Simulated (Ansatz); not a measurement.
Relaxed-ion elastic tensor of BaMgF₄ in space group Cmc2_1 (No. 36; Pearson symbol oS24) in GPa (Voigt order), plane-wave PAW PBEsol (Ansatz code); density 4.55 g/cm³, 14.47 Å³ per atom.

```json
[
 {"": "1", "1": "142", "2": "36.6", "3": "66.4", "4": "0.0", "5": "0.0", "6": "0.0"},
 {"": "2", "1": "36.6", "2": "77.1", "3": "31.5", "4": "0.0", "5": "0.0", "6": "0.0"},
 {"": "3", "1": "66.4", "2": "31.5", "3": "95.5", "4": "0.0", "5": "0.0", "6": "0.0"},
 {"": "4", "1": "0.0", "2": "0.0", "3": "0.0", "4": "22.3", "5": "0.0", "6": "0.0"},
 {"": "5", "1": "0.0", "2": "0.0", "3": "0.0", "4": "0.0", "5": "52.1", "6": "0.0"},
 {"": "6", "1": "0.0", "2": "0.0", "3": "0.0", "4": "0.0", "5": "0.0", "6": "30.6"}
]
```

**Question.** Is the crystal mechanically stable?

**Answer.** Yes: the smallest eigenvalue of C is 22.3 GPa.

**Question.** Work out the Voigt, Reuss and Hill averages.

**Answer.** K_V = 64.8, K_R = 57.3, K_H = 61.0; G_V = 33.0, G_R = 29.4, G_H = 31.2 GPa.

**Question.** Give Young's modulus, Poisson's ratio, Pugh's ratio and the universal anisotropy index.

**Answer.** E = 9KG/(3K + G) = 79.9 GPa; ν = 0.28; K/G = 1.96 (ductile by the Pugh limit of 1.75); A_U = 5G_V/G_R + K_V/K_R − 6 = 0.75.

**Question.** Estimate the sound speeds and the Debye temperature.

**Answer.** v_l = √((K + 4G/3)/ρ) = 4750 m/s, v_t = √(G/ρ) = 2620 m/s, mean 2920 m/s; Θ = (h/k)(3n/4πV)^(1/3) v_m = 357 K.

**Question.** How much does each axis shrink under pressure?

**Answer.** Linear compressibilities β_i = Σ_j S_ij (j = 1 to 3): x 1.7, y 9.7, z 6.1 per TPa.

The workflow started from a Materials Project entry (that database holds measured and hypothetical structures alike); the Crystallography Open Database files this formula in space group No. 36, but the cells were not matched. Whether it is the stable phase at ambient conditions was not checked. Symmetry was held in the PBEsol relaxation; of distortions, only those at the zone centre were tested. Spin–orbit coupling is left out wherever it is not named.

Potentials: the earlier of the program's two PAW sets.
